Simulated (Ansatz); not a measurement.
Cell and atoms are relaxed with the symmetry kept. Start:

```cif
data_structure
_symmetry_space_group_name_H-M 'P2_13'
_symmetry_Int_Tables_number 198
_cell_length_a 4.4458
_cell_length_b 4.4458
_cell_length_c 4.4458
_cell_angle_alpha 90.000
_cell_angle_beta 90.000
_cell_angle_gamma 90.000
_cell_volume 87.87
loop_
_atom_site_label
_atom_site_type_symbol
_atom_site_symmetry_multiplicity
_atom_site_Wyckoff_symbol
_atom_site_fract_x
_atom_site_fract_y
_atom_site_fract_z
_atom_site_occupancy
Fe1 Fe 4 a 0.13646 0.13646 0.13646 1
Si1 Si 4 a 0.84114 0.84114 0.84114 1
```

Computed with DFT PBE, scalar-relativistic, plane waves, PAW in Ansatz.

Cutoff 420 eV; k points 8×8×8 on the computed 8-atom cell (Γ-centred); Gaussian smearing, width 0.01 eV; no spin polarisation.

Question: What does it relax to?

Answer: The volume goes up by 0.02 Å³/atom to 11.00 Å³/atom, and the energy changes by under 0.1 meV/atom. Final structure:
```xyz
8
Lattice="4.4480 0.0000 0.0000 0.0000 4.4480 0.0000 0.0000 0.0000 4.4480" Properties=species:S:1:pos:R:3 pbc="T T T"
Fe    0.6049    0.6049    0.6049
Fe    1.6191    3.8431    2.8289
Fe    2.8289    1.6191    3.8431
Fe    3.8431    2.8289    1.6191
Si    3.7396    3.7396    3.7396
Si    2.9325    0.7085    1.5155
Si    1.5155    2.9325    0.7085
Si    0.7085    1.5155    2.9325
```

Course of the relaxation (steps run on the plane waves of an earlier cell, and the basis is chosen afresh near the end, so energy and pressure can step there; trial steps that raised the energy were taken back; energies are free energies):

```
step E − E_final (meV/atom) largest force component (eV/Å) P (GPa) V (Å³/atom)
   1                     0.1                           0.025     0.19        10.98
   2                     0.0                           0.016     0.06        10.99
   3                     0.0                           0.002     0.05        11.00
   4                     0.0                           0.000    -0.02        11.00
   5                     0.0                           0.000    -0.02        11.00
```

Cost: 1 run of about 1.7 core-minutes, on Arm Neoverse V1 (shared hosts).